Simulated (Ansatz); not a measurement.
Starting cell, BP (zinc blende):

```yaml
crystal:
  lattice:
    - [0.00000, 2.27424, 2.27424]
    - [2.27424, 0.00000, 2.27424]
    - [2.27424, 2.27424, 0.00000]
  atoms:
    - { symbol: P, position: [0.75000, 0.75000, 0.75000] }
    - { symbol: B, position: [0.00000, 0.00000, 0.00000] }
```

Scan: atom 2 (B, nearest neighbour P at 1.970 Å; its periodic images, 3.2 Å or more away, move with it) is displaced along Cartesian x, direction (1.000, 0.000, 0.000) in Cartesian axes, by s. The other atoms stay.

Method: PBE (plane waves to 420 eV, PAW, scalar-relativistic; Ansatz, a first-principles code). k mesh 10×10×10 (Γ-centred), Fermi-Dirac smearing 0.05 eV. Energies are smeared free energies. Compression counts positive. As the smearing reaches across the gap at some points, energies and forces of such displacements shift with the k mesh and the smearing. F∥ is the force on the atom along that direction. BP was relaxed with its symmetry unable to fall. ΔE is measured from the undisplaced structure.

```tsv
s (Å)	P (GPa)	F∥ (eV/Å)	ΔE (meV/cell)
-0.590	24.4	6.190	2520
-0.472	16.8	[?]	1778
-0.354	10.0	[?]	1073
-0.236	[?]	4.068	503
-0.118	1.2	2.182	130
0.000	0.0	0.000	0
0.118	1.2	-2.182	130
0.236	[?]	-4.068	503
0.354	10.0	[?]	1073
0.472	16.8	[?]	1778
0.590	24.4	-6.190	2520
```

Question: Some entries are withheld; supply them.

Answer: 
- -0.472, F∥ (eV/Å): 6.283
- -0.354, F∥ (eV/Å): 5.492
- -0.236, P (GPa): 4.6
- 0.236, P (GPa): 4.6
- 0.354, F∥ (eV/Å): -5.492
- 0.472, F∥ (eV/Å): -6.283

(A displaced cell: forces are minus the slopes of the energy, force constants its curvatures, and phonons follow from these.)
